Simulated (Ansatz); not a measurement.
## Cr: from a starting cell to a relaxed one

The start is a relaxed Cr cell deformed by the Cartesian strain tensor (xx, yy, zz, yz, xz, xy) = (-0.120, 0.074, 0.033, -0.007, 0.041, -0.046). Cell shape, volume and atoms are optimised at zero target pressure with r2SCAN (plane waves to 500 eV, PAW, scalar-relativistic; Ansatz, a program for electronic structure).

Ansatz input:
Ansatz 0.2 input:
```yaml
crystal:
  lattice:
    - [-1.2512766714, 1.575236375, 1.3934511265]
    - [1.3686943806, -1.5936271005, 1.5292595611]
    - [1.1211269216, 1.4634773506, -1.411841852]
  atoms:
    - { symbol: Cr, position: [0, 0, 0] }
basis: { ecutwfc: 500, ecutrho_ratio: 4, xc_grid: 4, fft_grid_basis: typed }
kpoints: { mp_grid: { grid: [22, 23, 25] } }
hamiltonian:
  xc: r2scan
  dispersion: none
  pseudopotentials: { kind: paw }
scf: { occupations: { method: fermi_dirac, width: 0.05 } }
relax: { f_tol: 0.01, max_steps: 100, cell: { stress_tol: 0.02 } }
output: { forces: true, stress: true }
```

Question: What pressure does the first self-consistent step give?

Answer: +14.0 GPa (positive: the cell is compressed).

Question: How much energy is released per atom?

Answer: 0.30 eV/atom.

Question: How does the volume per atom move from start to end?

Answer: +2.9 %, from 11.01 to 11.32 Å³/atom.

Question: Does it find its way back to the structure it was made from?

Answer: It relaxes back to the parent, Im-3m (No. 229).

Question: How do the shortest distances between atoms change?

Answer: The closest pairs of elements (up to four, under 3.6 Å), start → end: Cr–Cr 2.32 → 2.45 Å.

Relaxed structure:

```cif
data_Cr2
_chemical_formula_sum 'Cr2'
_space_group_name_H-M_alt 'Im-3m'
_space_group_IT_number 229
_space_group_name_Hall '-I 4 2 3'
_cell_length_a 2.82933
_cell_length_b 2.82933
_cell_length_c 2.82933
_cell_angle_alpha 90.000
_cell_angle_beta 90.000
_cell_angle_gamma 90.000
loop_
_atom_site_label
_atom_site_type_symbol
_atom_site_symmetry_multiplicity
_atom_site_Wyckoff_symbol
_atom_site_fract_x
_atom_site_fract_y
_atom_site_fract_z
_atom_site_occupancy
Cr1 Cr 2 a 0.00000 0.00000 0.00000 1
```
(The calculation used a cell of 1 atom; values per cell refer to that cell.)

No spin polarisation in the result. A magnetic state may lie lower.

The run could not lose the symmetry of its start.
